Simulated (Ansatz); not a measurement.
Ti (hcp): a workflow

**What was measured.** A cell as deposited of hexagonal Ti (space group P6_3/mmc), temperature not stated, from the Crystallography Open Database (2013), has a, c = 2.950, 4.686 Å and 17.66 Å³/atom.

Computed with Ansatz (plane waves, PAW, 420 eV cutoff): LDA, scalar-relativistic, no spin polarisation, 16×16×10 k-mesh, Gaussian smearing of 0.05 eV. The datasets are Ansatz's generated set soft_2.

Starting cell, 0 % under the database's volume:

```cif
data_structure
_symmetry_space_group_name_H-M 'P 1'
_symmetry_Int_Tables_number 1
_cell_length_a 2.9500
_cell_length_b 2.9500
_cell_length_c 4.6846
_cell_angle_alpha 90.000
_cell_angle_beta 90.000
_cell_angle_gamma 120.000
_cell_volume 35.31
loop_
_atom_site_label
_atom_site_type_symbol
_atom_site_fract_x
_atom_site_fract_y
_atom_site_fract_z
_atom_site_occupancy
Ti1 Ti 0.33333 0.66667 0.75000 1
Ti2 Ti 0.66667 0.33333 0.25000 1
```

The steps in volume:

```csv
run,level,k-mesh,kind,V (Å³/atom),P (GPa),E − E(final) (meV/atom),gap on the mesh (eV)
1,LDA,16×16×10,cell and atoms relaxed,16.09,0.0,0.0,metal
2,LDA,16×16×10,cell and atoms relaxed,16.09,0.0,0.0,metal
```

Cell and atoms are those of this level's equilibrium.

The final structure (symmetry read at 0.01 Å). The structure is hexagonal, space group P6_3/mmc (No. 194). Conventional cell: a = 2.863 Å, b = 2.863 Å, c = 4.534 Å, α = 90.00°, β = 90.00°, γ = 120.00°. Ti (site symmetry -6m2) has 12 Ti at 2.81 to 2.86 Å as nearest neighbours. (Neighbours are counted to 15 % beyond the shortest distance.)

```
atom  site  symmetry       x       y       z
  Ti    2d      -6m2  0.3333  0.6667  0.7500
```

At the final geometry the gap, band path included, is zero (metallic). The runs in the table took roughly 0.8 core-minutes.

**Against experiment.** LDA gives 2.863, 4.534 Å and 16.09 Å³/atom, −8.9 % in volume (−3.0 % in length) from the database's cell. LDA overbinds and usually gives cells that are too small. The database's entry may also be off.
